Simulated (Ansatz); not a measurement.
A distorted cell of TiSi₂ (C49 type, space group Cmcm):

```
TiSi2
1.0
    1.76356    -6.76170     0.00000
    1.76356     6.76170     0.00000
    0.00000     0.00000     3.56562
Si Ti
4 2
Direct
  0.97607   0.11690   0.79599
  0.05829   0.94171   0.25000
  0.25028   0.74972   0.75000
  0.74972   0.25028   0.25000
  0.60322   0.39678   0.75000
  0.39678   0.60322   0.25000
```

Computed with r2SCAN (plane waves to 500 eV, PAW, scalar-relativistic; Ansatz, a first-principles code). k mesh 11×11×11 (Γ-centred), Fermi-Dirac smearing 0.05 eV. Energies are smeared free energies. Compression counts positive. With partly filled bands, energies and forces of such displacements shift with the k mesh and the smearing. The PAW data are Ansatz's earlier set. This is one of several known forms of TiSi2; the measured ambient cells at hand have space group No. 70. TiSi2 is run without spin polarisation. TiSi2 was relaxed with its symmetry unable to fall.

**Question.** Predict the force on every atom, in eV/Å.

**Answer.** 
| atom | Fx | Fy | Fz |
|---|---|---|---|
| Si1 | -1.811 | -1.101 | -2.296 |
| Si2 | 0.030 | 0.477 | 0.556 |
| Si3 | -0.003 | 0.162 | 0.014 |
| Si4 | 0.006 | 0.126 | -0.008 |
| Ti5 | 0.191 | 0.090 | 0.079 |
| Ti6 | 1.588 | 0.246 | 1.655 |

**Question.** Give the stress tensor in GPa and the pressure.

**Answer.** 
```
    2.8      0.8      1.7
    0.8     -1.4     -0.6
    1.7     -0.6      1.3
```
The pressure, a third of the trace, is 0.9 GPa.

**Question.** In it atom 1 sits (0.164, 0.164, 0.164) Å away from its relaxed site. What is its energy relative to the relaxed cell?

**Answer.** 425 meV/cell.

(A displaced cell: forces are minus the slopes of the energy, force constants its curvatures, and phonons follow from these.)
